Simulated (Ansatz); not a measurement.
AgI:
Space group F-43m (No. 216); a = 6.628 Å, b = 6.628 Å, c = 6.628 Å, α = 90.00°, β = 90.00°, γ = 90.00°

| atom | site | symmetry | x | y | z |
|---|---|---|---|---|---|
| Ag | 4c | -43m | 0.2500 | 0.2500 | 0.2500 |
| I | 4a | -43m | 0.0000 | 0.0000 | 0.0000 |
(The calculation used a cell of 2 atoms; values per cell refer to that cell.)

Relaxed with PBE. The program Ansatz at the PBE level (PAW) gives a gap of 1.34 eV.

Question: What gap does HSE06 give on the same cell (Ansatz, PAW)?

Answer: 2.51 eV, 1.16 eV more. The hybrid was solved on a coarser mesh and at special points; its gap is the smallest among all of these.

```csv
k,v1 PBE,c1 PBE,v1 HSE06,c1 HSE06
Γ,0.00,1.34,0.00,2.51
X,-1.59,3.79,(withheld),(withheld)
L,-0.64,2.79,(withheld),(withheld)
W,-1.47,4.61,(withheld),(withheld)
K,-1.26,3.98,(withheld),(withheld)
```

Question: Top valence (v1) and lowest conduction level (c1) in eV from each method's valence maximum (which need not be a listed point): supply the withheld HSE06 values.

Answer: 
- X, v1 HSE06: -1.71
- X, c1 HSE06: 4.76
- K, v1 HSE06: -1.36
- K, c1 HSE06: 5.13
- L, v1 HSE06: -0.68
- L, c1 HSE06: 3.98
- W, v1 HSE06: -1.67
- W, c1 HSE06: 5.97

Cost on shared cores: the PBE run (SCF on a 7×7×7 mesh, then bands and DOS) about 30 core-seconds (a rough figure), the HSE06 run (SCF on 5×5×5, then a few points) very roughly 2.6 core-minutes; the tasks are unlike.

Symmetry was held in the PBE relaxation; phonons on a q-mesh show no instability. No spin polarisation was allowed. Spin–orbit coupling is left out wherever it is not named.

Potentials: the later of the program's two PAW sets.
